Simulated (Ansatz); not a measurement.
Pt (diamond, Fd-3m) under volume change, PBE (plane waves, PAW; program Ansatz), scaled uniformly.

```tsv
V (Å³/atom)	E − E(relaxed) (meV/atom)	P (GPa)
21.906	85.3	13.95
22.628	?	?
23.350	8.3	3.79
24.072	0.0	0.00
24.794	7.3	-3.13
25.517	?	?
26.239	58.1	-7.84
```

What belongs in the gaps?


- 22.628, E − E(relaxed) (meV/atom): 35.4
- 22.628, P (GPa): 8.38
- 25.517, E − E(relaxed) (meV/atom): 27.4
- 25.517, P (GPa): -5.71

What does a third-order Birch–Murnaghan fit give for V₀, B₀ and B′?

V₀ = 24.07 Å³/atom, B₀ = 115 GPa, B′ = 5.4.

The start of the workflow was typed in or built on a structure type; neither database checked (COD, Materials Project) lists it. It is not the phase usual at ambient conditions (space group No. 225). Symmetry was held in the PBE relaxation; its stability against distortions is not shown here. No spin polarisation was allowed. Spin–orbit coupling is left out wherever it is not named.

Potentials: the earlier of the program's two PAW sets.
